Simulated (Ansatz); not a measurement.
**Phonons of Pt (Fm-3m)**

```xyz
1
Lattice="0.0000 1.9599 1.9599 1.9599 0.0000 1.9599 1.9599 1.9599 0.0000" Properties=species:S:1:pos:R:3 pbc="T T T"
Pt    0.0000    0.0000    0.0000
```

Unless marked otherwise, the numbers come from PBEsol, PAW on Ansatz 0.2.0's default frozen-core files (fitted under PBE), scalar-relativistic. k mesh 20×20×20, Fermi-Dirac smearing of 0.100 eV, cutoff 420 eV. The cell was relaxed by PAW under this functional.

Atoms are displaced by 0.0025 Å in the smallest supercells that hold the wave vectors of a 4×4×4 mesh. Negative values stand for unstable modes.

**Question.** What are the phonon energies at the solved wave vectors, in THz?

**Answer.** 

```csv
q,point,modes (THz)
0.250 0.000 0.000,–,"1.67 (×2), 4.06"
0.500 0.000 0.000,L,"2.84 (×2), 5.91"
0.250 0.250 0.000,–,"2.41 (×2), 4.18"
0.500 0.250 0.000,–,"3.27, 3.51, 5.38"
-0.250 0.250 0.000,–,"2.34, 3.46, 5.02"
0.500 0.500 0.000,X,"3.87 (×2), 5.76"
-0.250 0.500 0.250,W,"3.38, 4.67 (×2)"
```

**Question.** Is the structure dynamically stable at these wave vectors?

**Answer.** Yes, no mode is unstable there; wave vectors off this mesh aren't tested.

**Question.** The cell is scaled evenly to 14.831 and 15.283 Å³ (from 15.057), with free atoms relaxed and the shape held. What are the mode Grüneisen parameters γ = −d ln ω/d ln V?

**Answer.** For the highest mode, 205.1 cm⁻¹ in the small cell and 189.2 in the large one give γ ≈ 2.69. From the change of the dynamical matrix on each mode:

```
       point   cm⁻¹     γ
    0.25/0/0   55.5  2.51
    0.25/0/0  135.3  2.77
           L   94.8  2.16
           L  197.1  2.68
 0.25/0.25/0   80.5  2.92
 0.25/0.25/0  139.5  2.60
  0.5/0.25/0  109.1  2.52
  0.5/0.25/0  117.2  3.04
  0.5/0.25/0  179.3  2.69
-0.25/0.25/0   78.1  2.50
-0.25/0.25/0  115.5  3.14
-0.25/0.25/0  167.3  2.65
           X  129.1  2.55
           X  192.3  2.66
           W  112.6  3.17
           W  155.8  2.81
```

Weighted by the modes' heat capacities at 300 K, the mean on this mesh is 2.72; it moves with the q mesh, and a coarse one overweights the zone boundary.

Keep in mind: frozen-core PAW files fitted under PBE, their cores solved anew for the functional of the run; responses of metals move with mesh and smearing; no spin-orbit coupling on heavy atoms.
